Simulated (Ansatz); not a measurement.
InMo3C (anti-perovskite), relaxed and computed with several functionals in Ansatz (plane waves, PAW).

```csv
functional,a (Å),ΔH_f (eV/atom),B₀ by P(V) fit (GPa)
PBEsol,4.172,0.13,241
r²SCAN,[?],[?],[?]
PBE,4.214,0.17,222
```

Q: Fill in the missing entries.

A: 
- r²SCAN, a (Å): 4.198
- r²SCAN, ΔH_f (eV/atom): 0.17
- r²SCAN, B₀ by P(V) fit (GPa): 235

Typed or built starts, not in the databases checked: InMo3C, anti-perovskite. All cells were relaxed under the symmetry of their starts (and spin orders); stability against distortions was not tested throughout. Rows with no word on spin ran without spin polarisation. Spin–orbit coupling is left out wherever it is not named.

Potentials: the later of the program's two PAW sets.

Ansatz (a quantum-chemistry and plane-wave program) is a plane-wave DFT program.

Formation energies count from the lowest solids of the elements computed at the same level, not from gases.
